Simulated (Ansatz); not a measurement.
Ag (fcc (Cu type), space group No. 225) under volume change, r²SCAN (plane waves, PAW; program Ansatz), scaled uniformly.

| V (Å³/atom) | E − E(relaxed) (meV/atom) | P (GPa) |
|---|---|---|
| 15.735 | 55.4 | 12.65 |
| 16.253 | 22.9 | 7.58 |
| 16.772 | 5.3 | 3.42 |
| 17.291 | 0.0 | 0.00 |
| 17.809 | 4.6 | -2.77 |
| 18.328 | 17.3 | -5.00 |
| 18.847 | 36.5 | -6.82 |

What does a third-order Birch–Murnaghan fit give for V₀, B₀ and B′?

V₀ = 17.29 Å³/atom, B₀ = 102 GPa, B′ = 5.8.

Space group Fm-3m (fcc (Cu type)). Symmetry was held in the r²SCAN relaxation. The run is not spin-polarised.

Potentials: the earlier of the program's two PAW sets.
